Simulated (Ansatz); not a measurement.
GaAs in space group I-4m2 (No. 119; Ga on 2c, As on 2a), a = b = 5.088 Å, c = 2.887 Å, α = β = γ = 90.00°; the cell used has 2 atoms.

Relaxed with r²SCAN.

**Question.** Which orbitals make up the states near the Fermi level in r²SCAN (plane waves, PAW; program Ansatz)?

**Answer.** Within 0.5 eV of the Fermi level: As 4p 43 %, Ga 4p 32 %, Ga 4s 16 %, As 4s 6 %. Projections are on Löwdin-orthogonalised atomic valence shells; empty p or d shells of many metals are not among them.

**Question.** Tabulate the density of states.

**Answer.** States/eV per cell of 2 atoms, in 0.25 eV bins, energy from the Fermi level.

```csv
E (eV),total,As 4p,Ga 4p,Ga 4s
-7.85,0.36,0.14,0.04,0.16
-7.60,0.45,0.16,0.05,0.20
-7.35,0.47,0.16,0.06,0.21
-7.10,0.46,0.16,0.06,0.20
-6.85,0.45,0.15,0.06,0.19
-6.60,0.44,0.15,0.06,0.19
-6.35,0.56,0.22,0.08,0.21
-6.10,0.98,0.46,0.13,0.32
-5.85,1.01,0.50,0.14,0.29
-5.60,0.61,0.30,0.10,0.14
-5.35,0.46,0.22,0.09,0.09
-5.10,0.50,0.25,0.12,0.08
-4.85,0.59,0.30,0.15,0.08
-4.60,0.66,0.35,0.17,0.09
-4.35,0.77,0.41,0.20,0.10
-4.10,0.75,0.40,0.19,0.10
-3.85,0.75,0.41,0.19,0.10
-3.60,0.77,0.43,0.20,0.10
-3.35,0.81,0.45,0.21,0.10
-3.10,0.85,0.49,0.22,0.09
-2.85,0.91,0.54,0.23,0.09
-2.60,1.00,0.61,0.26,0.08
-2.35,1.07,0.68,0.28,0.07
-2.10,1.33,0.88,0.33,0.07
-1.85,1.20,0.81,0.28,0.07
-1.60,0.92,0.62,0.21,0.06
-1.35,0.73,0.48,0.15,0.06
-1.10,0.65,0.40,0.14,0.06
-0.85,0.61,0.35,0.14,0.07
-0.60,0.58,0.29,0.17,0.09
-0.35,0.62,0.27,0.20,0.10
-0.10,0.66,0.28,0.21,0.11
0.15,0.66,0.28,0.21,0.10
0.40,0.66,0.28,0.22,0.10
0.65,0.69,0.29,0.23,0.10
0.90,0.72,0.31,0.23,0.11
1.15,0.77,0.33,0.24,0.12
1.40,0.84,0.36,0.24,0.15
1.65,0.89,0.39,0.25,0.16
1.90,0.74,0.32,0.22,0.12
2.15,0.64,0.27,0.20,0.10
2.40,0.63,0.25,0.21,0.09
2.65,0.69,0.26,0.24,0.09
2.90,0.71,0.26,0.25,0.10
3.15,0.81,0.30,0.29,0.10
3.40,0.97,0.34,0.36,0.12
3.65,1.15,0.42,0.43,0.13
3.90,1.06,0.38,0.41,0.10
4.15,1.00,0.29,0.44,0.07
4.40,0.95,0.25,0.43,0.05
4.65,0.99,0.29,0.42,0.05
4.90,1.04,0.25,0.47,0.05
```

The workflow started from a Materials Project entry (that database holds measured and hypothetical structures alike); the Crystallography Open Database copy checked does not list it. It is not the phase usual at ambient conditions (space group No. 216). Symmetry was held in the r²SCAN relaxation; of distortions, only those at the zone centre were tested. Spin–orbit coupling is left out wherever it is not named.

Potentials: the later of the program's two PAW sets.
